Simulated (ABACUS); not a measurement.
A self-consistent single point of TiTe₂ (P-3m1, 3 atoms in the cell; from Materials Project mp-1907, changed as shown) with ABACUS.

Level of theory: PBE, PseudoDojo 0.5 standard norm-conserving PBE (tails mended) pseudopotentials (plane waves; ABACUS).

The change in words: volume scaled by 1.06. Reference geometry (P-3m1):
```
TiTe2
1.0
    3.75346     0.00000     0.00000
   -1.87673     3.25059     0.00000
    0.00000     0.00000     6.59396
Ti Te
1 2
Direct
  0.00000   0.00000   0.00000
  0.66667   0.33333   0.74983
  0.33333   0.66667   0.25017
```

Reference input (self-consistent single point, DFT, PBE, plane waves, PseudoDojo 0.5 standard norm-conserving PBE (tails mended) pseudopotentials): KPT = MP 6 6 2 0 0 0; basis_type = pw; dft_functional = PBE; ecutwfc = 84 Ry; smearing_method = fd; smearing_sigma = 0.00734986 Ry; potentials = PseudoDojo 0.5 standard norm-conserving PBE (tails mended); symmetry = 1; symmetry_prec = 1e-05; ks_solver = dav; scf_nmax = 100; scf_thr = 1.0e-09 Ry. This run's input differs from it in these lines:

```diff
@@ -28,5 +28,5 @@
 LATTICE_VECTORS
-   7.0930151992    0.0000000000    0.0000000000
-  -3.5465075996    6.1427324024    0.0000000000
-   0.0000000000    0.0000000000   12.4607822562
+   7.2321311673    0.0000000000    0.0000000000
+  -3.6160646388    6.2632100017    0.0000000000
+   0.0000000000    0.0000000000   12.7051748667
 
@@ -43,4 +43,4 @@
 2
-   3.5465111461    2.0475754199    9.3434683592 1 1 1
-  -0.0000035465    4.0951569825    3.1173138970 1 1 1
+   3.6160695147    2.0877345795    9.5267212703 1 1 1
+  -0.0000029862    4.1754754222    3.1784535964 1 1 1
 # file: KPT
```

Output, abridged:

```
 SELF-CONSISTENT
 -------------------------------------------
                                 init_chg = atomic

 PW ALGORITHM --------------- ION=   1  ELEC=   1--------------------------------

 Notice: Threshold on eigenvalues was too large.

 Density error is 0.0745284803001
                          Error Threshold = 0.000166176194871
 E_KohnSham     -538.0067368995      -7319.9571842207
 E_Fermi        0.6923012514         9.4192417513

 PW ALGORITHM --------------- ION=   1  ELEC=   2--------------------------------

 Density error is 0.01486215307
                          Error Threshold = 0.000169382909773
   [... lines left out ...]

 Density error is 2.51773259419e-09
                          Error Threshold = 2.81712741446e-11
 E_KohnSham     -538.0090825662      -7319.9890986525
 E_Fermi        0.7013796411         9.5427595799

 PW ALGORITHM --------------- ION=   1  ELEC=  11--------------------------------

 Density error is 1.54653118541e-10
                          Error Threshold = 5.72211953225e-12
 E_KohnSham     -538.0090825667      -7319.9890986599
 E_KS(sigma->0) -538.0075866779      -7319.9687460485
 E_entropy(-TS) -0.0029917776        -0.0407052228
 E_Fermi        0.7013837160         9.5428150222
 charge density convergence is achieved
 final etot is -7319.9890987 eV
 EFERMI = 9.5428150222 eV

 STATE ENERGY(eV) AND OCCUPATIONS    NSPIN == 1
   [... 29 lines left out ...]

 TOTAL-FORCE (eV/Angstrom)
                       Ti1         0.0000000000         0.0000000000         0.0000000000
                       Te1         0.0000000000         0.0000000000        -0.1942528074
                       Te2         0.0000000000         0.0000000000         0.1942528074

 TOTAL-STRESS (KBAR)
        -7.4954640401         0.0000011307        -0.0000000000
         0.0000011307        -7.4954623950         0.0000000000
        -0.0000000000         0.0000000000        13.4038388918
 TOTAL-PRESSURE: -0.529029 KBAR

 --------------------------------------------
 !FINAL_ETOT_IS -7319.9890986598920790 eV
 --------------------------------------------
```

The run converged in 11 iterations. Against the reference run the free energy drops by 17.9 meV/atom, the pressure goes from 3.77 to -0.05 GPa and the largest force goes from 0.761 to 0.194 eV/Å.

The structure comes from a collection of computed structures, made at another level of theory; the collection holds predicted forms beside known ones. Its lattice was then scaled. No clean gap shows at this smearing width and mesh (spacing up to 0.47 Å⁻¹); the mesh is coarse for partly filled bands, so the values carry mesh errors. Semi-local functionals can close small gaps.

Cost on one core: roughly 2.2 core-minutes.

“Tails mended”: in these copies of the files the far tail of each local potential was reset to the Coulomb form.
